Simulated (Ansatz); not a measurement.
The start is a generated cell, Sn built in the AFLOW prototype A_tI2_139_a (A6, as in In). The cell and all atomic positions are relaxed at zero pressure with r2SCAN (plane waves to 500 eV, PAW, scalar-relativistic; Ansatz, an electronic-structure program). The first steps use a coarse 12×12×12 k-mesh.

Starting cell:
```
CELL_PARAMETERS angstrom
     -1.85416     1.85416     1.99365
      1.85416    -1.85416     1.99365
      1.85416     1.85416    -1.99365
ATOMIC_POSITIONS crystal
  Sn 0.00000 0.00000 0.00000
```

Task: Does the structure survive the relaxation? Give the final space group.

Result: The space group goes from I4/mmm (No. 139) to Im-3m (No. 229); the end is bcc (W type), with 1 atom in the primitive cell.

Task: How much energy is released per atom?

Result: 0.01 eV/atom.

Task: How does the volume change?

Result: -2.1 %, from 27.42 to 26.85 Å³/atom.

Task: What band gap does the relaxed structure have at this level?

Result: Zero (metallic).

Task: What does it relax into? Give the structure.

Result: 
Space group Im-3m (No. 229); a = b = c = 3.773 Å, α = β = γ = 90.00°

```
atom  site  symmetry       x       y       z
----  ----  --------  ------  ------  ------
Sn      2a      m-3m  0.0000  0.0000  0.0000
```
(The calculation used a cell of 1 atom; values per cell refer to that cell.)

Final values are on a 17×17×17 k-mesh of the relaxed cell. No spin polarisation in the result.

The run could not lose the symmetry of its start, so the end can be a saddle point.

The relaxed structure here is a generated cell of Sn: the first start was made by placing the elements on the sites of a structure type, and the end was not matched to a known phase here, so it may be hypothetical. Known forms of Sn include space group No. 141, 227.
